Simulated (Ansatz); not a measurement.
A geometry of Bi away from equilibrium: the start of the relaxation of a generated trial cell of Bi in the black-P structure type. The numbers are results of r2SCAN (plane waves to 500 eV, PAW, scalar-relativistic; Ansatz, a program for electronic structure), not measurements. Γ-centred k-mesh 8×8×6 on the run's cell (coarser than for final values), Fermi–Dirac smearing 0.05 eV.

```xyz
4
Lattice="2.0990 -6.6374 0.0000 2.0990 6.6374 0.0000 0.0000 0.0000 5.5445" Properties=species:S:1:pos:R:3 pbc="T T T"
Bi     2.0990     1.3498     3.2189
Bi     2.0990    -1.3498     2.3256
Bi     2.0990    -5.2876     5.0978
Bi     2.0990     5.2876     0.4467
```

Task: What forces act on the atoms (eV/Å)?

Result: 
| atom | Fx | Fy | Fz |
|---|---|---|---|
| Bi1 | 0.00 | 1.40 | -1.85 |
| Bi2 | 0.00 | -1.40 | 1.85 |
| Bi3 | 0.00 | 1.40 | 1.85 |
| Bi4 | 0.00 | -1.40 | -1.85 |

Task: What is the pressure?

Result: +8.4 GPa, compression positive.

Task: How far above the relaxed end point is this geometry?

Result: 0.25 eV/atom; the path ends in Cmce (No. 64) (AFLOW prototype A_oC8_64_f (A17, as in P)).

No spin polarisation in the result. Without a van der Waals term the distances between weakly bound units are poorly fixed.

The run could not lose the symmetry of its start, so the end can be a saddle point.

The end of the path is a generated cell of Bi: the first start was made by placing the elements on the sites of a structure type, and the end was not matched to a known phase here, so it may be hypothetical. Known forms of Bi include space group No. 166.
